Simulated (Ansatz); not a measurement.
**Stationary points along a deformation path in W**

Method: DFT PBEsol, scalar-relativistic, plane waves, PAW (Ansatz 0.2.0). Cutoff 420 eV, Γ-centred 28×28×28 k-points, Gaussian smearing of 0.15 eV. Spin–orbit coupling is left out, which can shift energies with elements as heavy as these. No spin polarisation. Energies are free energies at this smearing, counted from the undisturbed cell; pressure is positive in compression.

Zero of the scan (relaxed at this level; this fcc form isn't the usual structure):

```
CELL_PARAMETERS angstrom
0.00000 1.99900 1.99900
1.99900 0.00000 1.99900
1.99900 1.99900 0.00000
ATOMIC_POSITIONS crystal
W 0.00000 0.00000 0.00000
```

At fixed volume and fractional coordinates, lengths along (0.000, 0.000, 1.000) are scaled against those across it; ρ is that ratio over its starting value. V = 15.976 Å³/atom. Δσ is the stress along the axis less the mean stress across it (compression positive).

```csv
ρ,ΔE (meV/atom),Δσ (GPa),space group
0.707,-486.2,0.05,Im-3m
0.780,-393.6,-25.99,I4/mmm
0.850,-220.9,-31.54,I4/mmm
1.000,0.0,0.00,Fm-3m
1.200,-97.1,-0.42,I4/mmm
1.300,-39.1,-24.46,I4/mmm
1.414,192.8,-59.59,I4/mmm
```

**Question.** How does the stress give the slope of the energy, and where is the energy stationary?

**Answer.** Along the path d ln(length) is 2/3 d ln ρ on the axis and −1/3 d ln ρ across it, so dE/d ln ρ = −(2/3) V Δσ: the energy falls with ρ where Δσ is positive. Δσ vanishes or changes sign at ρ = 0.707 (Im-3m, an end of the scan), at -486.2 meV/atom; at ρ = 1.000 (Fm-3m), a stationary point at 0.0 meV/atom; between ρ = 1.000 and 1.200, at least one minimum (the energy falls over this step, yet the slope at ρ = 1.200 points the other way). Pairs of stationary points between two samples would go unseen, and could change a minimum read from distant neighbours into a maximum. At ρ = 0.707, 1.000 the cell is cubic, where symmetry alone makes the stress isotropic and the slope zero.

**Question.** Is the start the lowest point of the path?

**Answer.** No: ρ = 0.707 lies 486.2 meV/atom lower, with no sampled rise above the start on the way. Volume and inner coordinates are held, so a relaxed structure there would lie lower still.

In a metal these slopes depend on the k mesh and the smearing.

Cost: 7 runs of about 1.4 core-minutes in all, on Intel Xeon Platinum 8488C (Sapphire Rapids) (shared hosts).